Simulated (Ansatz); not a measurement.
## Structure relaxation, Te

The start is a generated trial cell of Te in the trigonal-Te structure type. A full variable-cell relaxation at zero pressure is run with PBEsol (plane waves to 420 eV, PAW, scalar-relativistic; Ansatz, a first-principles code). First-step values are on the input's coarse k-mesh.

Ansatz input (later rounds restart from its end on a renewed k-mesh):
Ansatz 0.2 input:
```yaml
crystal:
  lattice:
    - [4.4559999, 0, 0]
    - [-2.228, 3.8590091, 0]
    - [0, 0, 5.921]
  atoms:
    - { symbol: Te, position: [0.2636, 0, 0.33333333] }
    - { symbol: Te, position: [0, 0.2636, 0.66666667] }
    - { symbol: Te, position: [0.7364, 0.7364, 0] }
basis: { ecutwfc: 420, ecutrho_ratio: 4, xc_grid: 2, fft_grid_basis: typed }
kpoints: { mp_grid: { grid: [6, 6, 4] } }
hamiltonian:
  xc: pbesol
  dispersion: none
  pseudopotentials: { azcp: { folder: ./paw }, kind: paw }
scf: { occupations: { method: fermi_dirac, width: 0.05 } }
relax: { f_tol: 0.01, max_steps: 100, cell: { stress_tol: 0.02 } }
output: { forces: true, stress: true }
```

### Question
What is the largest force in the starting geometry, and on which atom (counted from 1)?

### Answer
About 0.3 eV/Å, on Te1, Te2, Te3 (atoms numbered as listed).

### Question
How does the volume per atom move from start to end?

### Answer
-5.6 %, from 33.94 to 32.04 Å³/atom.

### Question
What band gap does the relaxed structure have at this level?

### Answer
Zero, with touching bands (no spin-orbit coupling). The gap comes from the SCF mesh and the high-symmetry points alone.

### Question
Write out the relaxed structure.

### Answer

```cif
data_Te3
_chemical_formula_sum 'Te3'
_space_group_name_H-M_alt 'P3121'
_space_group_IT_number 152
_space_group_name_Hall 'P 31 2"'
_cell_length_a 4.31692
_cell_length_b 4.31692
_cell_length_c 5.95543
_cell_angle_alpha 90.000
_cell_angle_beta 90.000
_cell_angle_gamma 120.000
loop_
_atom_site_label
_atom_site_type_symbol
_atom_site_symmetry_multiplicity
_atom_site_Wyckoff_symbol
_atom_site_fract_x
_atom_site_fract_y
_atom_site_fract_z
_atom_site_occupancy
Te1 Te 3 a 0.71584 0.71584 0.00000 1
```

The space group stays P3₁21 (No. 152) (the run could not lower it); the end is AFLOW prototype A_hP3_152_a (A8, as in Se), with 3 atoms in the primitive cell. Final values are on a 13×13×8 k-mesh of the relaxed cell. No spin polarisation in the result. Spin-orbit coupling is missing; with elements this heavy it can move band edges by tenths of an eV or more.

The run could not lose the symmetry of its start; a randomly shaken copy of 3 atoms returns to this structure.
